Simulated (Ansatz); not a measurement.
The calculation used Ansatz, DFT PBE, scalar-relativistic, plane waves, PAW. Settings: cutoff 420 eV, Γ-centred meshes spaced at most about 0.3 Å⁻¹, and about 0.25 Å⁻¹ or finer for metals (2π included), Gaussian smearing. No spin polarisation in the final relaxations.

Temperature and zero-point effects are left out.

Compare these two cells of KSiH, each relaxed at this level.

1. Space group P-6m2 (No. 187), hexagonal, a = 3.474 Å, c = 5.594 Å. K is surrounded by 6 H at 3.44 Å, 6 Si at 3.44 Å and 6 K at 3.47 Å; Si has 3 H at 2.01 Å and 6 K at 3.44 Å; H has 3 Si at 2.01 Å and 6 K at 3.44 Å.

2. Space group P4/nmm (No. 129), tetragonal, a = 3.576 Å, c = 10.085 Å. K has 4 H at 2.50 Å, 1 Si at 3.39 Å, 4 K at 3.58 Å and 4 Si at 4.07 Å; Si has 4 Si at 2.54 Å and 1 K at 3.39 Å; H has 4 K at 2.50 Å and 4 H at 2.53 Å.

Task: Which form is favoured at zero pressure, and by what margin per atom?

Result: Cell 2 is lower, by 180 meV/atom. Cell 1 has space group P-6m2 (No. 187), 19.5 Å³/atom and no gap on its mesh; cell 2 has space group P4/nmm (No. 129), 21.5 Å³/atom and no gap. Counting H or Si atoms around K (for each partner element, those within 1.25 times its shortest distance or 1.15 times the sum of covalent radii, where it is the nearest in units of that sum or under 1.3; a plus sign parts groups by distance over the sum of covalent radii), cell 1 has K 6 and cell 2 has K 5+4. Cell 2 holds Si–Si nets (shortest 2.54 Å); in cell 1 the shortest Si–Si distance is 3.47 Å. The lower one is the more open, so pressure narrows the difference. Even the lower one lies +0.40 eV/atom against the reference forms of the elements (uncorrected), so neither is stable at this level. Both come from invented guesses.

With hydrogen, zero-point motion can shift such differences by 10 meV/atom or more. Cells relaxed within their symmetry can be saddle points.
